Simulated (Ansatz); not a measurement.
Sb:
```xyz
4
Lattice="-3.2893 3.2893 3.2893 3.2893 -3.2893 3.2893 3.2893 3.2893 -3.2893" Properties=species:S:1:pos:R:3 pbc="T T T"
Sb    -2.2796     2.2796     2.2796
Sb     2.2796    -2.2796     2.2796
Sb     2.2796     2.2796    -2.2796
Sb     1.0097     1.0097     1.0097
```

Relaxed with LDA.

Problem. Decompose the optical modes at the zone centre into irreducible representations, and say which are infrared and Raman allowed.

Solution. Point group -43m: Γ_opt = A1 + E + T1 + T2. Infrared: T2. Raman: A1, E, T2.

Problem. Assign frequencies (DFPT, plane-wave PAW LDA (Ansatz code)).

Solution. T1 38, E 117, T2 154, A1 197 cm⁻¹.

Space group I-43m. The start of the workflow was typed in or built on a structure type; neither database checked (COD, Materials Project) lists it. It is not the phase usual at ambient conditions (space group No. 166). The LDA relaxation kept the symmetry of its start; of distortions, only those at the zone centre were tested. A crystal of weakly bound molecules computed without a dispersion correction: the cell and the soft elastic constants depend strongly on that. Spin–orbit coupling is left out wherever it is not named.

Potentials: the later of the program's two PAW sets.
